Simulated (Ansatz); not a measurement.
# GdRe₃, relaxed from a AuCu3-type start to space group P4/mmm (read at 0.02 Å)

Method: PBE+U (U_eff = 6 eV on Gd 4f), scalar-relativistic; collinear spin; PAW, 420 eV, 8×8×4 k-mesh, Gaussian smearing of 0.05 eV; code Ansatz; PAW files: Ansatz's generated set soft_2.

```cif
data_structure
_symmetry_space_group_name_H-M 'P 1'
_symmetry_Int_Tables_number 1
_cell_length_a 3.1967
_cell_length_b 6.5792
_cell_length_c 9.3044
_cell_angle_alpha 45.000
_cell_angle_beta 90.000
_cell_angle_gamma 90.000
_cell_volume 138.37
loop_
_atom_site_label
_atom_site_type_symbol
_atom_site_fract_x
_atom_site_fract_y
_atom_site_fract_z
_atom_site_occupancy
Gd1 Gd 0.00000 0.00000 0.00000 1
Re1 Re 0.00000 0.50000 0.00000 1
Re2 Re 0.50000 0.50000 0.75000 1
Re3 Re 0.50000 0.00000 0.25000 1
Gd2 Gd 0.00000 0.00000 0.50000 1
Re4 Re 0.00000 0.50000 0.50000 1
Re5 Re 0.50000 0.50000 0.25000 1
Re6 Re 0.50000 0.00000 0.75000 1
```

The cell came from substitution into a structure type; no database entry of this phase was matched, which doesn't show that none exists.

Magnetic state: antiferromagnetic, site spin moments Gd 7.01, -7.01 μB.

Which orbitals carry the states at the Fermi level, and how many states are there?

Within 0.1 eV of it: Re 5d 88 % (shares among the projected shells; no valence p shell of Re is among them). The density of states at the Fermi level is about 5.8 states/eV per cell, averaged over 0.3 eV.

Density of states (tetrahedra, averaged over 0.5 eV; states/eV per cell of 8 atoms; energy in eV from the Fermi level):

| E (eV) | DOS |
| --- | --- |
| -7.60 | 0.5 |
| -7.10 | 0.8 |
| -6.60 | 3.9 |
| -6.10 | 26.5 |
| -5.60 | 2.9 |
| -5.10 | 4.6 |
| -4.60 | 6.5 |
| -4.10 | 7.7 |
| -3.60 | 7.4 |
| -3.10 | 12.6 |
| -2.60 | 10.0 |
| -2.10 | 10.5 |
| -1.60 | 9.9 |
| -1.10 | 9.0 |
| -0.60 | 6.7 |
| -0.10 | 6.1 |
| 0.40 | 7.0 |
| 0.90 | 11.2 |
| 1.40 | 8.0 |
| 1.90 | 7.1 |
| 2.40 | 5.6 |
| 2.90 | 2.9 |
| 3.40 | 4.9 |
| 3.90 | 6.4 |
| 4.40 | 7.0 |
| 4.90 | 26.3 |
| 5.40 | 8.6 |
| 5.90 | 3.9 |

For elements this heavy, spin–orbit coupling would shift levels and gaps; it isn't included here. The run wasn't fully tested for a lower electronic state. Site moments are of spin, integrated over atomic spheres.
